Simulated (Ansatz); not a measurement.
Yb (fcc, Cu type)

```
CELL_PARAMETERS angstrom
      0.00000     2.60076     2.60076
      2.60076     0.00000     2.60076
      2.60076     2.60076     0.00000
ATOMIC_POSITIONS crystal
  Yb 0.00000 0.00000 0.00000
```

The volume is varied about the relaxed value V₀ at fixed cell shape. Symmetry pins the atoms to their sites.

All values below come from r2SCAN (plane waves to 500 eV, PAW, scalar-relativistic; Ansatz, a first-principles code). k mesh 15×15×15 (Γ-centred), Fermi-Dirac smearing 0.05 eV. E stands for the smeared free energy. Compression counts positive. The relaxed volume of Yb is well below the measured one. Yb is run without spin polarisation. Yb was relaxed with its symmetry unable to fall. The filling of the f shell was not checked against other fillings, so treat energies with care. ΔE is measured from the relaxed starting cell. The last digit holds for this mesh only.

```
V (Å³/atom)  ΔE (meV/atom)
-----------  -------------
31.664                25.8
32.544                14.0
33.424                 6.0
34.303                 1.5
35.183                 0.0
36.062                 1.3
36.942                 5.2
37.821            withheld
38.701                19.3
```

**Question.** Fit a third-order Birch-Murnaghan form (E₀, V₀, B₀, B₀′ free) to the given rows and predict ΔE at V = 37.821.

**Answer.** Least squares on the 8 given rows: ΔE = E₀ + (9V₀B₀/16)·y²·[2 + (B₀′ − 4)y], y = (V₀/V)^(2/3) − 1, with V₀ = 35.188 Å³/atom, B₀ = 20.20 GPa (160.2 GPa = 1 eV/Å³; the term in eV is multiplied by 1000), B₀′ = 3.25, E₀ = 0.02 meV/atom; root-mean-square residual 0.02 meV/atom. At 37.821 the fit gives 11.2 meV/atom; the calculation gives 11.3 meV/atom, so the interpolation is off by -0.1 (-0.9 %). For the pressure the fit gives -1.3 GPa against the computed -1.3 GPa.

(Under strain, the slope of the energy per volume gives the stress and its curvature an elastic modulus.)
